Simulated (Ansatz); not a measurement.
C:
```yaml
crystal:
  lattice:
    - [2.45452, 0.00000, 0.00000]
    - [-1.22726, 2.12567, 0.00000]
    - [0.00000, 0.00000, 26.00000]
  atoms:
    - { symbol: C, position: [0.33333, 0.66667, 0.50000] }
    - { symbol: C, position: [0.66667, 0.33333, 0.50000] }
```
The layer is periodic in x and y and isolated along z.

Relaxed with r²SCAN+D4.

All from plane-wave PAW r²SCAN+D4 (Ansatz code), unless another level is named. Give the electronic character.

no gap, with almost no states at the Fermi level.

What about the work function?

4.25 eV.

Space group P6/mmm (graphene). A layer that has been made, often on a substrate. It is flat by the symmetry kept. The cell was relaxed with r²SCAN+D4 under the symmetry of its start; whether a distortion lowers the energy is not shown.

Potentials: the later of the program's two PAW sets.
